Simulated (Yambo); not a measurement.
ScOF (space group P2_1/c, No. 14), G0W0@PBEsol in Yambo with this input:

```
rim_cut
gw0
dyson
el_el_corr
HF_and_locXC
ppa
em1d
RandQpts= 1000000
RandGvec= 1 Ry
EXXRLvcs= 84 Ry
VXCRLvcs= 336 Ry
Chimod= "HARTREE"
% BndsRnXp
 5 | 278 |
%
NGsBlkXp= 8 Ry
% LongDrXp
 1.0 | 1.0 | 1.0 |
%
PPAPntXp= 27.2114 eV
% GbndRnge
 1 | 278 |
%
GTermKind= "BG"
DysSolver= "n"
ExtendOut
```

On a 2×2×2 mesh, with wavefunctions cut at 84 Ry, the gap ((0, -0.5, 0) → (-0.5, 0, 0)) is 7.157 eV and the valence edge shifts by -0.714 eV.

Task: What happens with this change: pole fitted at 55 eV?

Result: The gap rises by 0.052 eV, to 7.209 eV; the shift of the valence edge becomes -0.795 eV. Neither run is shown to be the converged limit.

Geometry of the Materials Project entry, not relaxed at this level; primitive cell a = 5.1843 Å, b = 5.1559 Å, c = 5.2496 Å, α = 90.00°, β = 99.86°, γ = 90.00°.

The structure is a Materials Project entry; no match was found in the copy of COD used, and its stability was not checked.

A shift is the quasiparticle energy of the state minus its PBEsol energy.
